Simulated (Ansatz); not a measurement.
Starting structure of a cell relaxation (symmetry kept):

```xyz
6
Lattice="6.4000 0.0000 0.0000 -3.2000 5.5426 0.0000 0.0000 0.0000 4.1367" Properties=species:S:1:pos:R:3 pbc="T T T"
Tl    3.2000    0.0000    0.0000
Tl    1.6000    2.7713    0.0000
Tl   -1.6000    2.7713    0.0000
Pt    0.0000    0.0000    0.0000
Pt    0.0000    3.6950    2.0684
Pt    3.2000    1.8475    2.0684
```

Theory: DFT PBE, scalar-relativistic, plane waves, PAW in Ansatz.

Plane waves to 420 eV, a k mesh through Γ of 6×6×8 on the computed 6-atom cell and Gaussian smearing (0.10 eV); no spin polarisation.

What does it relax to?

The volume increases by 0.47 Å³/atom to 24.93 Å³/atom, and the energy falls by 2.9 meV/atom. Final structure:
```
Tl Pt
1.0
     6.58714    0.00000    0.00000
    -3.29357    5.70463    0.00000
     0.00000    0.00000    3.98073
Tl Pt
3 3
Cartesian
  3.2936 0.0000 0.0000
  1.6468 2.8523 0.0000
  -1.6468 2.8523 0.0000
  0.0000 0.0000 0.0000
  0.0000 3.8031 1.9904
  3.2936 1.9015 1.9904
```

Course of the relaxation (steps run on the plane waves of an earlier cell, and the basis is chosen afresh near the end, so energy and pressure can step there; trial steps that raised the energy were taken back; energies are free energies):

```tsv
step	E − E_final (meV/atom)	P (GPa)	V (Å³/atom)
1	2.9	0.12	24.46
2	1.7	0.13	24.55
3	0.7	-0.54	25.03
4	4.3	1.76	24.63
5	0.2	0.01	24.90
6	0.1	0.03	24.93
7	0.0	0.02	24.93
```

Spin–orbit coupling is left out, which can shift energies with elements as heavy as these.